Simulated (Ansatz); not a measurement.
Space group I4/mcm (No. 140). a = 6.704 Å, b = 6.704 Å, c = 5.432 Å, α = 90.00°, β = 90.00°, γ = 90.00°
```csv
atom,site,symmetry,x,y,z
Zr,8h,m.2m,0.1538,0.6538,0.0000
Ga,4a,422,0.0000,0.0000,0.2500
```

Equation of state of this Zr$_{2}$Ga structure (not necessarily the ground state), with shape and atoms relaxed at each volume where symmetry leaves them free. It has no gap at any of these volumes. All numbers below come from Ansatz 0.2.0, DFT r2SCAN, scalar-relativistic, plane waves, PAW.

Plane waves to 500 eV, a k mesh through Γ of 8×8×8 on the computed 6-atom cell and Gaussian smearing (0.10 eV); no spin polarisation.

| V (Å³/atom) | E − E(largest V) (meV/atom) | P (GPa) |
| --- | --- | --- |
| 17.906 | 63.18 | 18.13 |
| 18.516 | 5.01 | 12.58 |
| 19.127 | -33.44 | 7.78 |
| 19.737 | -54.80 | 3.62 |
| 20.348 | -61.35 | 0.02 |
| 20.958 | -55.11 | -3.11 |
| 21.569 | -37.79 | -5.82 |
| 22.383 | 0.00 | -8.89 |

**Question.** Fit a third-order Birch–Murnaghan equation to E(V).

**Answer.** V0 = 20.34 Å³/atom, B0 = 112 GPa, B0' = 3.8.

Cost: 8 runs of about 25 core-minutes in all, on Arm Neoverse V1 (shared hosts).